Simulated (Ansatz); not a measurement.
# TiAl (Pm-3m), rigid cleavage

Computed with DFT r2SCAN, scalar-relativistic, plane waves, PAW (Ansatz). The runs took a 500 eV cutoff, a Γ-centred 19×19×7 mesh and Gaussian smearing (0.15 eV). No spin polarisation. Energies are free energies at this smearing, counted from the undisturbed cell; pressure is positive in compression.

Zero of the scan (relaxed at this level; with this scan's settings it stands at 0.1 GPa; it needn't be the usual structure):

```yaml
crystal:
  lattice:
    - [0.00000, -3.17135, 0.00000]
    - [0.00000, 0.00000, -3.17135]
    - [9.51404, 0.00000, 0.00000]
  atoms:
    - { symbol: Ti, position: [0.00000, 0.00000, 0.91665] }
    - { symbol: Ti, position: [0.00000, 0.00000, 0.24998] }
    - { symbol: Ti, position: [0.00000, 0.00000, 0.58332] }
    - { symbol: Al, position: [0.50000, 0.50000, 0.08332] }
    - { symbol: Al, position: [0.50000, 0.50000, 0.41665] }
    - { symbol: Al, position: [0.50000, 0.50000, 0.74998] }
```

The cut lies on the cell's a–b face, a (1 0 0) plane (indices in the standard cell, whose axes needn't be the Cartesian ones shown) of area 10.06 Å², between layers 1.59 Å apart. Vector c is lengthened by d along the normal with the atoms' Cartesian places fixed: one unrelaxed cut a cell. The cell is metallic on the mesh throughout.

```
d (Å) energy (J/m²) traction dE/dd (GPa)
 0.00           0.00                  -0.1
 0.50           0.53                  17.4
 1.00           1.47                  18.4
 3.00           3.52                   4.1
```

Cost: 4 runs of about 10 core-minutes in all, on Intel Xeon Platinum 8259CL (Skylake/Cascade Lake) (shared hosts).